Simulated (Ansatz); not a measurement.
A crystal relaxed with r2SCAN in Ansatz 0.2.0 has space group Imm2 (No. 44) and a = 3.560 Å, b = 10.743 Å, c = 5.127 Å.

| atom | site | x | y | z |
| --- | --- | --- | --- | --- |
| Xx | 4d | 0.5000 | 0.1710 | 0.5021 |
| As | 4d | 0.0000 | 0.1840 | 0.2737 |
| Ga | 2a | 0.0000 | 0.0000 | 0.0015 |
| As | 2b | 0.5000 | 0.0000 | 0.6969 |

r2SCAN gives an indirect gap of 0.78 eV, from Γ to k = (0.169, -0.169, -0.401); the least direct gap is 1.14 eV at G₀–X (0.80 of the way from G₀). HSE06 gives an indirect gap of 1.15 eV, from Γ to k = (0.169, -0.169, -0.401); the least direct gap is 1.51 eV at G₀–X (0.80 of the way from G₀). Meshes: r2SCAN 8×8×8, HSE06 6×6×6.

**Question.** Which element is Xx?
A. Al
B. B
C. In
D. Tl

**Answer.** B. Xx is B: an ordered 6-atom cell of GaB2As3 on the zincblende lattice (Imm2). Around B lie 4 As at 2.09–2.14 Å; around As lie 3 B at 2.09–2.14 Å and 1 Ga at 2.42 Å; around Ga lie 4 As at 2.37–2.42 Å; around As lie 2 B at 2.09 Å and 2 Ga at 2.37 Å.

All values are calculated for a non-magnetic cell, which may be hypothetical.

The runs are scalar-relativistic, without spin-orbit coupling.

Where an edge lies off the special points, it is a point of the mesh or the k point where a search put PBE's edge or least direct gap, reused for the other functionals, whose own edges may lie a little apart.

Coordinates of k points refer to the reciprocal vectors of the primitive cell of the runs.
